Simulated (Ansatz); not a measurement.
Data:

AlZnNO:
```
CELL_PARAMETERS angstrom
      3.13506     0.00000     0.00000
     -1.56753     2.71504     0.00000
      0.00000     0.00000     5.15068
ATOMIC_POSITIONS crystal
  Al 0.33333 0.66667 0.50422
  Zn 0.66667 0.33333 0.98770
  O  0.33333 0.66667 0.15216
  N  0.66667 0.33333 0.60592
```

This is the r²SCAN-relaxed structure. Cartesian axes are those of the cell as given.

**Question.** All from r²SCAN (plane waves, PAW; program Ansatz), unless another level is named. Predict the bulk modulus (Birch–Murnaghan fit).

**Answer.** 180 GPa.

**Question.** And the elastic constants (relaxed ions, GPa)?

**Answer.** C11 = 300, C12 = 124, C13 = 107, C14 = -1.5, C33 = 352, C44 = 71.3.

**Question.** What about the piezoelectric stress constants (proper, relaxed ions, C/m²)?

**Answer.** e15 = e24 = 0.42, e16 = e21 = 0.06, e22 = -0.06, e31 = e32 = 0.37, e33 = -1.26.

Space group P3m1. The start of the workflow was typed in or built on a structure type; neither database checked (COD, Materials Project) lists it. Whether it is the stable phase at ambient conditions was not checked. The cell was relaxed with r²SCAN under the symmetry of its start; its stability against distortions is not shown here. Signs of piezoelectric constants follow the polarity of the cell as given.

Potentials: the earlier of the program's two PAW sets.
